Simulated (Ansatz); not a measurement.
Nb3Si in space group Fm-3m (No. 225; Si on 4a, Nb on 4b, Nb on 8c) under volume change, the program Ansatz at the PBE level (PAW), scaled uniformly.

```json
[
 {"V (Å³/atom)": "15.264", "E − E(relaxed) (meV/atom)": "88.9", "P (GPa)": "20.39"},
 {"V (Å³/atom)": "15.767", "E − E(relaxed) (meV/atom)": "37.5", "P (GPa)": "12.56"},
 {"V (Å³/atom)": "16.270", "E − E(relaxed) (meV/atom)": "8.9", "P (GPa)": "5.81"},
 {"V (Å³/atom)": "16.774", "E − E(relaxed) (meV/atom)": "0.0", "P (GPa)": "0.00"},
 {"V (Å³/atom)": "17.277", "E − E(relaxed) (meV/atom)": "8.0", "P (GPa)": "-4.99"},
 {"V (Å³/atom)": "17.780", "E − E(relaxed) (meV/atom)": "30.6", "P (GPa)": "-9.27"},
 {"V (Å³/atom)": "18.283", "E − E(relaxed) (meV/atom)": "65.6", "P (GPa)": "-12.95"}
]
```

What does a third-order Birch–Murnaghan fit give for V₀, B₀ and B′?

V₀ = 16.77 Å³/atom, B₀ = 179 GPa, B′ = 4.0.

The cell is a constructed one: a structure type filled with these elements; neither database checked (COD, Materials Project) lists it. COD files the formula under space group No. 86, 221, so this cell is another polymorph or a model. Its standing as an ambient phase is unchecked. Symmetry was held in the PBE relaxation; whether a distortion lowers the energy is not shown. The run is not spin-polarised.

Potentials: the later of the program's two PAW sets.
